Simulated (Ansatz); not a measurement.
Input, command and steps of an Ansatz relaxation.

```yaml
crystal:
  lattice:
    - [-2.0232976856, 2.0232976856, 4.9636705479]
    - [2.0232976856, -2.0232976856, 4.9636705479]
    - [2.0232976856, 2.0232976856, -4.9636705479]
  atoms:
    - { symbol: Ca, position: [0.0, 0.0, 0.0] }
    - { symbol: P, position: [0.6357114, 0.6357114, 0.0] }
    - { symbol: P, position: [0.3642886, 0.3642886, 0.0] }
    - { symbol: Ru, position: [0.75, 0.25, 0.5] }
    - { symbol: Ru, position: [0.25, 0.75, 0.5] }
basis:
  ecutwfc: 420
kpoints:
  mp_grid: { grid: [12, 12, 12] }
hamiltonian:
  xc: pbesol
scf:
  occupations: { method: gaussian, width: 0.1 }
output:
  forces: true
  stress: true
  eigenvalues: true
relax:
  adjacent_minimum: "off"
  f_tol: 0.01
  max_steps: 40
```

```bash
ansatz run input.yaml --threads 2 --pin off --max-ram 5120MiB --backend cpu --events-out ev --progress --plain --runs-dir out
```

Level of theory: DFT PBEsol, scalar-relativistic, plane waves, PAW (Ansatz).

Of 3 frames 3 are shown, positions in Å and forces in eV/Å; the SCF threshold varies from step to step.

```xyz
5
Lattice="-2.0233 2.0233 4.9637 2.0233 -2.0233 4.9637 2.0233 2.0233 -4.9637" Properties=species:S:1:pos:R:3:forces:R:3 pbc="T T T" step=1 free_energy_over_end_meV_per_atom=0.32
Ca    0.0000    0.0000    0.0000    0.0000    0.0000    0.0000
P     0.0000    0.0000    6.3109    0.0000    0.0000   -0.1597
P     0.0000    0.0000    3.6164    0.0000    0.0000    0.1597
Ru    0.0000    2.0233    2.4818    0.0000    0.0000    0.0000
Ru    2.0233    0.0000    2.4818    0.0000    0.0000    0.0000
5
Lattice="-2.0233 2.0233 4.9637 2.0233 -2.0233 4.9637 2.0233 2.0233 -4.9637" Properties=species:S:1:pos:R:3:forces:R:3 pbc="T T T" step=2 free_energy_over_end_meV_per_atom=0.02
Ca    0.0000    0.0000    0.0000    0.0000    0.0000    0.0000
P     0.0000    0.0000    6.3032    0.0000    0.0000   -0.0351
P     0.0000    0.0000    3.6242    0.0000    0.0000    0.0351
Ru    0.0000    2.0233    2.4818    0.0000    0.0000    0.0000
Ru    2.0233    0.0000    2.4818    0.0000    0.0000    0.0000
5
Lattice="-2.0233 2.0233 4.9637 2.0233 -2.0233 4.9637 2.0233 2.0233 -4.9637" Properties=species:S:1:pos:R:3:forces:R:3 pbc="T T T" step=3 free_energy_over_end_meV_per_atom=0.00
Ca    0.0000    0.0000    0.0000    0.0000    0.0000    0.0000
P     0.0000    0.0000    6.3010    0.0000    0.0000   -0.0006
P     0.0000    0.0000    3.6263    0.0000    0.0000    0.0006
Ru    0.0000    2.0233    2.4818    0.0000    0.0000    0.0000
Ru    2.0233    0.0000    2.4818    0.0000    0.0000    0.0000
```

Time: 38 s on 2 threads of Arm Neoverse V1 (shared host), peak memory 0.59 GiB.